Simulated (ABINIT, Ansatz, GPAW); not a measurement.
**InSb3 and the functional, program beside program**

```cif
data_structure
_symmetry_space_group_name_H-M 'Pm-3m'
_symmetry_Int_Tables_number 221
_cell_length_a 4.8064
_cell_length_b 4.8064
_cell_length_c 4.8064
_cell_angle_alpha 90.000
_cell_angle_beta 90.000
_cell_angle_gamma 90.000
_cell_volume 111.03
loop_
_atom_site_label
_atom_site_type_symbol
_atom_site_symmetry_multiplicity
_atom_site_Wyckoff_symbol
_atom_site_fract_x
_atom_site_fract_y
_atom_site_fract_z
_atom_site_occupancy
Sb1 Sb 3 c 0.50000 0.50000 0.00000 1
In1 In 1 a 0.00000 0.00000 0.00000 1
```

The cell comes from a database or a generator and needn't be the stable form of this composition.

Kept alike: task band structure; k mesh 6 × 6 × 6; occupations fermi-dirac, width 0.05 eV; no spin polarisation. The mesh is that of the run's cell of 4 atoms. No spin-orbit coupling.

- A: ABINIT; JTH PAW LDA v2.0 (LDA); JTH PAW PBE v2.0 (PBE); PseudoDojo NC SR PBEsol v0.4.1 standard (PBEsol), cutoff 599 to 1088 eV
- B: GPAW; the program's PAW data sets (release 1.2.1) made for this functional (LDA); GPAW PAW data sets (gpaw-data 1.2.1) (PBE); PAW data sets generated for this functional (PBEsol), cutoff 600 eV
- C: Ansatz, all-electron LAPW, scalar-relativistic

```csv
functional,A: pressure (GPa),B: pressure (GPa),C: pressure (GPa)
LDA,-3.83,-4.11,-3.82
PBE,0.17,-0.11,0.19
PBEsol,-2.72,-2.96,-2.67
```

Pressure is positive in compression; plane-wave values hold the error of the finite cutoff. For a metal such a mesh leaves the last digits unconverged.

Q: How large is the effect of the functional, and do the programs agree on it?

A: From LDA to PBE the pressure moves by +4.00 in A, +4.00 in B, +4.01 in C (GPa). Row by row the programs differ by 0.29 to 0.30, and over this span the shifts, as printed, agree within 1 %. Shifts from LDA: PBE +4.00, +4.00, +4.01; PBEsol +1.11, +1.15, +1.15; the programs' shifts differ by up to 0.04.
